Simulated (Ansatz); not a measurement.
PIr2:
```
PIr2
1.0
    0.00000     2.75287     2.75287
    2.75287     0.00000     2.75287
    2.75287     2.75287     0.00000
P Ir
1 2
Direct
  0.00000   0.00000   0.00000
  0.25000   0.25000   0.25000
  0.75000   0.75000   0.75000
```

Relaxed with LDA. Special points in fractions of this cell's reciprocal vectors: Γ (0.000, 0.000, 0.000); X (0.500, 0.000, 0.500); U (0.625, 0.250, 0.625); K (0.375, 0.375, 0.750); L (0.500, 0.500, 0.500); W (0.500, 0.250, 0.750).

Problem. List the band energies nearest the Fermi level at these points for plane-wave PAW LDA (Ansatz code).

Solution. In eV from the Fermi level; about four levels below and three above (degenerate sets whole), none deeper than 8.9 eV; points with the same levels are listed once.

```tsv
k	below	above
Γ	-6.11 -6.11 -0.55 -0.55 -0.55	0.38 1.66 1.66
X	-2.50 -2.50 -0.90 -0.90 -0.05	1.51 1.76 5.51
U	-2.23 -2.04 -1.31 -0.88	1.92 2.05 5.43
L	-2.89 -2.89 -2.70 -2.70 -2.58	3.85 4.51 4.51
W	-2.62 -2.62 -1.82 -1.42 -1.03	1.86 1.86 7.42 7.42
```

Space group Fm-3m (fluorite or antifluorite type). The workflow started from a Materials Project entry (that database holds measured and hypothetical structures alike); the Crystallography Open Database files this formula in space group No. 225, but the cells were not matched. Its standing as an ambient phase is unchecked. The LDA relaxation kept the symmetry of its start; of distortions, only those at the zone centre were tested. No spin polarisation was allowed. Scalar-relativistic: spin–orbit coupling is off unless named, which matters more the heavier the elements.

Potentials: the later of the program's two PAW sets.
